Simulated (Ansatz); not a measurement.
This cell of LiCl (rock salt) is off equilibrium:

```yaml
crystal:
  lattice:
    - [0.00000, 2.55614, 2.55614]
    - [2.55614, 0.00000, 2.55614]
    - [2.55614, 2.55614, 0.00000]
  atoms:
    - { symbol: Cl, position: [0.99872, 0.99872, 0.00128] }
    - { symbol: Li, position: [0.50652, 0.50652, 0.49348] }
```

Method: r2SCAN (plane waves to 500 eV, PAW, scalar-relativistic; Ansatz, an electronic-structure program). k mesh 11×11×11 (Γ-centred), Fermi-Dirac smearing 0.05 eV. Compression counts positive. LiCl was relaxed with its symmetry unable to fall.

Question: What forces act on the atoms (eV/Å, Cartesian)?

Answer: 
```tsv
atom	Fx	Fy	Fz
Cl1	0.000	0.000	0.032
Li2	0.000	0.000	-0.032
```

(For displaced atoms, the force is minus the slope of the energy, and its curvature is a force constant, which sets phonon frequencies.)
